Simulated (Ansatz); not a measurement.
LiBr (rock salt), relaxed and computed with several functionals in Ansatz (plane waves, PAW).

```tsv
functional	a (Å)	gap (eV)	B₀ by P(V) fit (GPa)
PBE	5.511	4.91	25.7
LDA	5.310	5.14	33.3
HSE06	___	___	___
```

### Question
Fill in the missing entries.

### Answer

- HSE06, a (Å): 5.474
- HSE06, gap (eV): 6.22
- HSE06, B₀ by P(V) fit (GPa): 27.0

All cells were relaxed under the symmetry of their starts (and spin orders); stability against distortions was not tested throughout. Scalar-relativistic: spin–orbit coupling is off unless named, which matters more the heavier the elements.

Potentials: the later of the program's two PAW sets.

Ansatz (an electronic-structure program) is a plane-wave DFT program.
